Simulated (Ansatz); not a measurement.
BiSe in space group P-3m1 (No. 164; Pearson symbol hP12), DFT-LDA in the program Ansatz with PAW potentials, all energies at zero smearing, with the estimated change up to a 700 eV cutoff added, with one set of potentials and settings (totals compare only within such a set). Cell of 12 atoms (6 Bi, 6 Se): -104818.369 eV.

```csv
element,reference phase,E (eV/atom)
Bi,"R-3m, 2 atoms in the cell",-12085.8651
Se,"P3_121, 3 atoms in the cell",-5383.2604
```

Formation energy per atom, worked out: (-104818.369 − 6×(-12085.8651) − 6×(-5383.2604))/12 = -0.301 eV/atom (-29 kJ per mol of atoms), at 0 K, without zero-point energy or fitted corrections.

The first step of the workflow began from a Materials Project structure, measured or hypothetical; the Crystallography Open Database copy checked does not list it. COD files the formula under space group No. 12, 225. Whether it is the stable phase at ambient conditions was not checked. The cell was relaxed with LDA under the symmetry of its start; its stability against distortions is not shown here. A crystal of weakly bound layers computed without a dispersion correction: the cell and the soft elastic constants depend strongly on that. The references are the lowest solids computed at this level, not always the standard phases. Spin–orbit coupling is left out wherever it is not named.

Potentials: the later of the program's two PAW sets.
